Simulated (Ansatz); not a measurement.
# What DFT gives for Sn$_{4}$Pb

```yaml
crystal:
  lattice:
    - [-6.70913, 0.00000, 0.00000]
    - [0.00000, -6.73955, 0.00000]
    - [0.00000, 3.36977, 5.96816]
  atoms:
    - { symbol: Sn, position: [0.82700, 0.79800, 0.25000] }
    - { symbol: Sn, position: [0.17300, 0.45200, 0.25000] }
    - { symbol: Sn, position: [0.67300, 0.29800, 0.25000] }
    - { symbol: Sn, position: [0.32700, 0.95200, 0.25000] }
    - { symbol: Pb, position: [0.00000, 0.00000, 0.00000] }
    - { symbol: Pb, position: [0.50000, 0.50000, 0.00000] }
    - { symbol: Sn, position: [0.67300, 0.70200, 0.75000] }
    - { symbol: Sn, position: [0.32700, 0.04800, 0.75000] }
    - { symbol: Sn, position: [0.82700, 0.20200, 0.75000] }
    - { symbol: Sn, position: [0.17300, 0.54800, 0.75000] }
```

Single point in Ansatz 0.2.0 with PBEsol, no spin polarisation. Cutoff 420 eV, PAW datasets, 4×5×5 Γ-centred k mesh, cold filling (width 0.0771 eV).

- Charges: Bader charges in e: Sn +0.07, Pb -0.27. In the mean Sn gives up most and Pb takes most.
- Contacts: Sn–Pb at 2.90 Å: least valence density 0.29 e/Å³ and ELF 0.37 there. Sn–Sn at 3.16 Å: least valence density 0.20 e/Å³ and ELF 0.49 there. These are pseudo-fields; inside the PAW spheres they differ from the all-electron ones.
- Electronic structure: It is a metal, with about 6.1 states/eV a cell as the mean within 0.25 eV of the Fermi level, mostly Sn p (72 %).
- Stress: The pressure is 8.6 GPa (compression positive), so with the atoms held at these fractions the cell would first expand; the forces are large, so a full relaxation may end otherwise. The principal stresses 6.8, 8.8, 10.1 GPa differ, so its shape would change too.
- Forces: The largest is on Sn2 (and as large on other atoms): 1.64 eV/Å, components (0.51, -0.49, 1.48). It makes 125° with the line to a nearest neighbour, Pb6 at 2.90 Å.
- Formation energy: 0.39 eV an atom against the elements' usual phases (free molecules for gases, crystals otherwise, with no correction for O₂ or N₂), so at this geometry it isn't bound against them. Relaxing would lower it.

Origin: a known structure type with other elements, at an estimated volume, so it need not be a known compound. Caveats: atoms or cell far from equilibrium.
